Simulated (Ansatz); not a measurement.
SiSnO₃:
```cif
data_O3SiSn
_chemical_formula_sum 'Si1 Sn1 O3'
_space_group_name_H-M_alt 'P 1'
_space_group_IT_number 1
_cell_length_a 3.46541
_cell_length_b 3.46541
_cell_length_c 4.69162
_cell_angle_alpha 90.000
_cell_angle_beta 90.000
_cell_angle_gamma 90.000
loop_
_space_group_symop_operation_xyz
  'x, y, z'
loop_
_atom_site_label
_atom_site_type_symbol
_atom_site_fract_x
_atom_site_fract_y
_atom_site_fract_z
_atom_site_occupancy
Si1 Si 0.50000 0.50000 0.49034 1
Sn1 Sn 0.00000 0.00000 0.01500 1
O1 O 0.50000 0.50000 0.83796 1
O2 O 0.50000 0.00000 0.38135 1
O3 O 0.00000 0.50000 0.38135 1
```

Relaxed with PBEsol.

Decompose the optical modes at the zone centre into irreducible representations, and say which are infrared and Raman allowed.

Point group 4mm: Γ_opt = 3A1 + B1 + 4E. Infrared: A1, E. Raman: A1, B1, E.

Assign frequencies (DFPT, the program Ansatz at the PBEsol level (PAW); without the LO–TO term).

E 79, A1 215, B1 250, E 296, E 352, A1 490, E 632, A1 863 cm⁻¹.

Subscripts of B labels follow the axes of the standard setting.

Space group P4mm. The cell is a constructed one: a structure type filled with these elements; neither database checked (COD, Materials Project) lists it. Its standing as an ambient phase is unchecked. The cell was relaxed with PBEsol under the symmetry of its start; its stability against distortions is not shown here. Scalar-relativistic: spin–orbit coupling is off unless named, which matters more the heavier the elements.

Potentials: the later of the program's two PAW sets.
